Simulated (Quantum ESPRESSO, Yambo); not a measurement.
At a photon energy of 6.50 eV, RPA with local fields on PBEsol bands shifted by a G0W0 scissor of 2.02 eV (Quantum ESPRESSO and Yambo; 4×4×4 mesh, 154 bands, 3 Ry local-field block, 0.2 eV broadening) gives ε = 4.61 + 1.29i for LaVO₄ (space group I4_1/amd, No. 141), field along x. Axes are Cartesian, with cell vectors (Å) (-3.73, 3.73, 3.28), (3.73, -3.73, 3.28), (3.73, 3.73, -3.28).

Q: Work out n, κ, the normal-incidence reflectivity, the absorption coefficient and the penetration depth.

A: 
|ε| = 4.79; n = √((|ε| + ε1)/2) = 2.17, κ = √((|ε| − ε1)/2) = 0.30. R = ((n − 1)² + κ²)/((n + 1)² + κ²) = 0.14. α = 2Eκ/(ħc) with ħc = 197.327 eV nm: 0.0196 per nm = 2.0 × 10⁵ per cm, a 1/e depth of 51 nm. The computed direct gap is 5.06 eV, and the energy scale of the real crystal may differ from it. Excitonic effects are left out, and values at one energy depend on mesh and broadening. The scissor comes from a G0W0 run whose convergence isn't established. Convergence of the RPA response with its 4×4×4 mesh was not tested.

Geometry of the Materials Project entry, not relaxed at this level; primitive cell a = b = c = 6.2106 Å, α = β = 106.15°, γ = 116.33°.

The structure is a Materials Project entry; no match was found in the copy of COD used, and its stability was not checked.

The runs are not spin-polarised; magnetic order was not tried.
